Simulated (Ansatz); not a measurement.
# TiC: lifting an adatom of C

TiC, Fm-3m, a = 4.328 Å. Ansatz: r2SCAN, PAW, 500 eV, Γ-centred 12×12×1 mesh on 9 atoms, Gaussian smearing 0.10 eV; no spin polarisation. One C atom per 1×1 cell of the (111) face (slab of 8 planes, Ti on top, held rigid) is raised along the normal at one place in the plane; the height is over the top plane, neighbouring adatoms stand 3.06 Å apart, and y is the energy over the lowest row.

```tsv
height (Å)	y (eV)	force (eV/Å)
0.70	1.960	6.43
0.95	0.567	4.17
1.25	0.000	0.00
1.55	0.252	-1.37
1.95	1.005	-2.17
2.45	?	?
3.25	3.557	-1.29
4.25	4.379	-0.46
```

Question: Fit a Morse curve y = D[1 − e^(−α(z − z0))]² to the other rows, give the force constant, and predict the missing row.

Answer: Least squares gives D = 5.196 eV, α = 0.8582 1/Å, z0 = 1.261 Å; the force constant is 2Dα² = 7.65 eV/Å². At z = 2.45: e^(−α(z − z0)) = 0.3605, y = 2.125 eV and the force −2Dα e(1 − e) = -2.06 eV/Å (computed -2.21). The run gave 2.128 eV, so the fit is 0.003 eV too low, within the rms miss on the fitted rows (0.048 eV). D is the plateau of the fit; the highest row has reached 84 % of it, and without spin the far atom lies too high, so D overstates the binding.

Cost: 8 runs of about 24 core-minutes in all, on Arm Neoverse V2 (shared hosts).